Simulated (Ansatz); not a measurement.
Ta2N (anti-CdI2 type, P-3m1), PBE (plane waves, PAW; program Ansatz), all energies at zero smearing, with the estimated change up to a 700 eV cutoff added, with one set of potentials and settings (totals compare only within such a set). Cell of 3 atoms (1 N, 2 Ta): -20250.922 eV.

| element | reference phase | E (eV/atom) |
|---|---|---|
| N | Pa-3, 8 atoms in the cell | -384.0325 |
| Ta | Im-3m, 1 atoms in the cell | -9932.2522 |

Formation energy per atom, worked out: (-20250.922 − 1×(-384.0325) − 2×(-9932.2522))/3 = -0.795 eV/atom (-77 kJ per mol of atoms), at 0 K, without zero-point energy or fitted corrections.

The PBE relaxation kept the symmetry of its start. The run is not spin-polarised. The volume moved by 20 % from the start of the relaxation. The references are the lowest solids computed at this level, not always the standard phases (solids in place of the gases). Scalar-relativistic: spin–orbit coupling is off unless named, which matters more the heavier the elements.

Potentials: the later of the program's two PAW sets.
